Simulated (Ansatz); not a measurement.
Al:
```yaml
crystal:
  lattice:
    - [2.81887, 0.00000, 0.00000]
    - [-1.40943, 2.44121, 0.00000]
    - [0.00000, 0.00000, 9.22386]
  atoms:
    - { symbol: Al, position: [0.00000, 0.00000, 0.00000] }
    - { symbol: Al, position: [0.00000, 0.00000, 0.50000] }
    - { symbol: Al, position: [0.33333, 0.66667, 0.25000] }
    - { symbol: Al, position: [0.66667, 0.33333, 0.75000] }
```

Relaxed with LDA. Special points in fractions of this cell's reciprocal vectors: Γ (0.000, 0.000, 0.000); M (0.500, 0.000, 0.000); K (0.333, 0.333, 0.000); A (0.000, 0.000, 0.500); L (0.500, 0.000, 0.500); H (0.333, 0.333, 0.500).

Question: List the band energies nearest the Fermi level at these points for the program Ansatz at the LDA level (PAW).

Answer: In eV from the Fermi level; about four levels below and three above (degenerate sets whole), none deeper than 8.9 eV; points with the same levels are listed once.

```
k                          below                              above
-  -----------------------------  ---------------------------------
Γ                    -4.72 -4.49              3.44 3.45 10.85 10.85
M        -4.01 -3.94 -3.40 -3.31                     0.82 1.27 1.32
K  -2.05 -2.05 -1.37 -1.37 -1.01                     2.45 3.28 3.28
A        -7.53 -7.53 -0.92 -0.92  8.35 8.35 11.17 11.17 11.17 11.17
L        -1.90 -1.90 -1.24 -1.24                4.62 4.62 4.74 4.74
H        -2.92 -2.92 -0.20 -0.20                0.45 0.45 1.12 1.12
```

Space group P6_3/mmc (dhcp (α-La type)). The first step of the workflow began from a Materials Project structure, measured or hypothetical; the Crystallography Open Database copy checked does not list it. It is not the phase usual at ambient conditions (space group No. 225). Symmetry was held in the LDA relaxation; whether a distortion lowers the energy is not shown.

Potentials: the later of the program's two PAW sets.
